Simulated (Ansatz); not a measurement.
Level of theory: Ansatz, DFT PBEsol, scalar-relativistic, plane waves, PAW.

Structure of Ir:

```
Ir
1.0
     2.71906    0.00000    0.00000
    -1.35953    2.35477    0.00000
     0.00000    0.00000    4.40793
Ir
2
Direct
  0.66667 0.33333 0.75000
  0.33333 0.66667 0.25000
```

Plane waves to 420 eV, a k mesh through Γ of 18×18×10 on the computed 2-atom cell and Gaussian smearing (0.10 eV); no spin polarisation.

Levels along Γ–M–K–Γ–A–L–H–A | L–M | H–K, in eV from the Fermi level, sorted by energy at each point. Points in fractions of the primitive reciprocal vectors: Γ (0.000 0.000 0.000), M (0.500 0.000 0.000), K (0.333 0.333 0.000), A (0.000 0.000 0.500), L (0.500 0.000 0.500), H (0.333 0.333 0.500).
```csv
point,"k (1/Å, with 2π)",band 15,band 16,band 17,band 18,band 19,band 20,band 21
Γ,0.000,-3.23,-2.42,-2.42,-0.90,0.27,0.27,7.08
-,0.191,-3.08,-2.67,-2.55,-1.80,0.35,1.47,7.05
-,0.381,-3.13,-2.87,-2.61,-2.41,0.52,3.23,6.94
-,0.572,-2.78,-2.49,-2.45,-1.89,0.70,5.06,6.78
-,0.762,-3.12,-1.54,-1.46,-0.98,0.84,6.64,6.87
-,0.953,-3.39,-0.41,-0.22,-0.02,0.93,6.76,8.51
-,1.143,-3.11,0.41,0.80,0.98,1.47,6.23,7.42
M,1.334,-3.04,0.72,0.99,1.15,2.97,4.42,8.14
-,1.444,-3.02,0.72,0.95,1.02,3.04,4.48,8.24
-,1.554,-2.98,0.70,0.71,0.84,3.24,4.61,8.56
-,1.664,-2.90,0.33,0.64,0.68,3.53,4.66,8.50
-,1.774,-2.80,0.01,0.53,0.54,3.87,4.60,7.60
-,1.884,-2.66,-0.20,0.39,0.41,4.18,4.49,6.82
-,1.994,-2.53,-0.23,0.19,0.34,4.40,4.41,6.24
K,2.104,-2.47,-0.06,-0.06,0.32,4.43,4.43,6.02
-,2.325,-2.72,-0.65,0.39,0.52,3.65,5.28,6.84
-,2.545,-3.29,-1.33,0.50,0.52,2.18,7.08,8.63
-,2.765,-2.99,-2.01,-0.45,0.45,0.61,6.83,8.26
-,2.985,-2.62,-2.61,-1.82,-1.13,0.63,6.02,6.73
-,3.205,-3.13,-2.97,-2.34,-2.32,0.53,3.82,6.90
-,3.425,-3.02,-2.71,-2.67,-1.92,0.36,1.74,7.04
Γ,3.645,-3.23,-2.42,-2.42,-0.90,0.27,0.27,7.08
-,3.747,-3.27,-2.35,-2.35,-1.13,0.27,0.27,7.38
-,3.849,-3.35,-2.14,-2.14,-1.71,0.26,0.26,8.22
-,3.950,-3.48,-2.45,-1.85,-1.85,0.23,0.23,9.39
-,4.052,-3.63,-3.20,-1.51,-1.51,0.15,0.15,10.74
-,4.154,-3.78,-3.78,-1.16,-1.16,0.01,0.01,12.12
-,4.256,-3.92,-3.92,-0.80,-0.80,-0.21,-0.21,12.91
A,4.358,-4.02,-4.02,-0.48,-0.48,-0.48,-0.48,13.09
-,4.548,-3.89,-3.89,-0.51,-0.51,-0.40,-0.40,13.33
-,4.739,-3.50,-3.50,-0.57,-0.57,-0.17,-0.17,13.76
-,4.929,-2.96,-2.96,-0.58,-0.58,0.15,0.15,13.67
-,5.120,-2.48,-2.48,-0.36,-0.36,0.51,0.51,12.57
-,5.311,-2.24,-2.24,0.16,0.16,0.93,0.93,10.67
-,5.501,-1.44,-1.44,0.73,0.73,1.54,1.54,8.66
L,5.692,-1.03,-1.03,0.98,0.98,2.01,2.01,7.66
-,5.802,-1.03,-1.03,0.80,0.80,2.36,2.36,7.68
-,5.912,-1.17,-1.17,0.62,0.62,3.08,3.08,7.72
-,6.022,-1.49,-1.49,0.56,0.56,3.93,3.93,7.78
-,6.132,-1.87,-1.87,0.51,0.51,4.85,4.85,7.84
-,6.242,-2.20,-2.20,0.43,0.43,5.78,5.78,7.90
-,6.352,-2.40,-2.40,0.34,0.34,6.64,6.64,7.91
H,6.462,-2.45,-2.45,0.30,0.30,7.14,7.14,7.80
-,6.682,-2.52,-2.52,0.53,0.53,5.39,5.39,8.66
-,6.902,-2.71,-2.71,0.82,0.82,2.98,2.98,10.31
-,7.122,-2.59,-2.59,0.59,0.59,1.01,1.01,12.38
-,7.342,-2.68,-2.68,-0.40,-0.40,0.40,0.40,13.63
-,7.562,-3.31,-3.31,-0.60,-0.60,-0.05,-0.05,13.85
-,7.782,-3.84,-3.84,-0.52,-0.52,-0.37,-0.37,13.40
A,8.003,-4.02,-4.02,-0.48,-0.48,-0.48,-0.48,13.09
L,8.003,-1.03,-1.03,0.98,0.98,2.01,2.01,7.66
-,8.104,-1.63,-0.29,0.94,1.01,1.36,2.63,7.64
-,8.206,-1.06,0.11,0.90,1.00,1.05,3.17,7.67
-,8.308,-0.48,-0.42,0.87,1.08,1.50,3.63,7.75
-,8.410,-1.19,0.04,0.85,1.11,2.10,3.98,7.87
-,8.512,-2.00,0.47,0.85,1.13,2.57,4.23,8.00
-,8.614,-2.80,0.69,0.93,1.15,2.87,4.37,8.10
M,8.715,-3.04,0.72,0.99,1.15,2.97,4.42,8.14
H,8.715,-2.45,-2.45,0.30,0.30,7.14,7.14,7.80
-,8.817,-2.59,-2.18,0.29,0.29,6.63,6.63,8.38
-,8.919,-2.63,-1.78,0.26,0.26,5.98,5.98,8.61
-,9.021,-2.62,-1.28,0.20,0.20,5.41,5.41,7.91
-,9.123,-2.57,-0.73,0.13,0.13,4.97,4.97,7.23
-,9.224,-2.52,-0.21,0.04,0.04,4.67,4.67,6.62
-,9.326,-2.48,-0.03,-0.03,0.17,4.49,4.49,6.18
K,9.428,-2.47,-0.06,-0.06,0.32,4.43,4.43,6.02
```

Spin-orbit coupling is left out, which matters for the bands of heavy elements.

This form isn't the element's structure at ambient conditions.

Cost: 1 run of about 1 core-minutes, on Intel Xeon Processor @ 2.50GHz (Skylake/Cascade Lake) (shared hosts).